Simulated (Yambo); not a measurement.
HgS: sweep of GW parameters

G0W0@PBEsol for HgS (wurtzite, space group P6_3mc, No. 186) in Yambo. Reference settings: 3×3×2 Γ-centred k mesh, bands 17 to 316 and a 7 Ry block in the screening, 316 bands in G with the Bruneval-Gonze terminator, plasmon pole fitted at 27.2 eV. The PBEsol gap Γ → Γ on this mesh is 0.08 eV; G0W0 gaps are taken between the same points.

```
change from the reference       G0W0 gap Γ → Γ (eV)  shift of the valence edge (eV)        rough Yambo cost
------------------------------  -------------------  ------------------------------  ----------------------
reference settings                             0.14                           -0.39                       1
130 bands in W, 130 bands in G                 0.14                           -0.12               about 1/3
210 bands in W, 210 bands in G                 0.14                           -0.29  within a factor of two
130 bands in G                                 0.14                           -0.33                       –
210 bands in G                                 0.14                           -0.38                       –
156 bands in W                                 0.14                           -0.24               about 1/2
2 Ry block                                     0.13                           -0.04  within a factor of two
3 Ry block                                     0.13                           -0.13  within a factor of two
6 Ry block                                     0.14                           -0.32  within a factor of two
pole fitted at 15 eV                           0.14                           -0.31                       –
no random integration                          0.14                           -0.19                       –
3×3×1 mesh                                     0.15                           -0.28               about 1/3
130 bands in G, no terminator                  0.16                            0.23                       –
210 bands in G, no terminator                  0.15                           -0.07                       –
no terminator                                  0.15                           -0.23                       –
```

The reference isn't shown to be the converged limit. Costs are rough (shared machines), scaled to the same edge states, and given only for runs that recompute the screening.

So small a PBEsol gap in heavy elements may be inverted, where one-shot corrections to single bands mislead.

Spin-orbit coupling is included.

Geometry relaxed with PBEsol; primitive cell a = b = 4.156 Å, c = 6.777 Å, α = β = 90.00°, γ = 120.00°.

This is not the ordinary phase of the substance; no match was found in the copy of COD used, and its stability was not checked.

A shift is the quasiparticle energy of the state minus its PBEsol energy.
